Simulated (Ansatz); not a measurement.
NaLiCdS$_{2}$:
```cif
data_CdLiNaS2
_chemical_formula_sum 'Na1 Li1 Cd1 S2'
_space_group_name_H-M_alt 'P3m1'
_space_group_IT_number 156
_space_group_name_Hall 'P 3 -2"'
_cell_length_a 4.09305
_cell_length_b 4.09305
_cell_length_c 6.91625
_cell_angle_alpha 90.000
_cell_angle_beta 90.000
_cell_angle_gamma 120.000
loop_
_atom_site_label
_atom_site_type_symbol
_atom_site_symmetry_multiplicity
_atom_site_Wyckoff_symbol
_atom_site_fract_x
_atom_site_fract_y
_atom_site_fract_z
_atom_site_occupancy
Na1 Na 1 b 0.33333 0.66667 0.97329 1
Li1 Li 1 c 0.66667 0.33333 0.66273 1
Cd1 Cd 1 a 0.00000 0.00000 0.38039 1
S1 S 1 c 0.66667 0.33333 0.24310 1
S2 S 1 a 0.00000 0.00000 0.74049 1
```

This is the PBEsol-relaxed structure.

Problem. All from PBEsol (plane waves, PAW; program Ansatz), unless another level is named. Give the Bader charges.

Solution. Na +0.84, Li +0.87, Cd +0.71, S -1.39 to -1.04 e.

Problem. Predict the electronic dielectric constant ε∞ (DFPT).

Solution. 5.07 (xx = yy), 4.85 (zz).

Problem. What about the Born charges (a third of the trace)?

Solution. Na +1.27, Li +0.89, Cd +1.91, S -2.22 to -1.85 e.

The first step of the workflow began from a Materials Project structure, measured or hypothetical; the Crystallography Open Database copy checked does not list it. Whether it is the stable phase at ambient conditions was not checked. The PBEsol relaxation kept the symmetry of its start; its stability against distortions is not shown here. Scalar-relativistic: spin–orbit coupling is off unless named, which matters more the heavier the elements.

Potentials: the later of the program's two PAW sets.
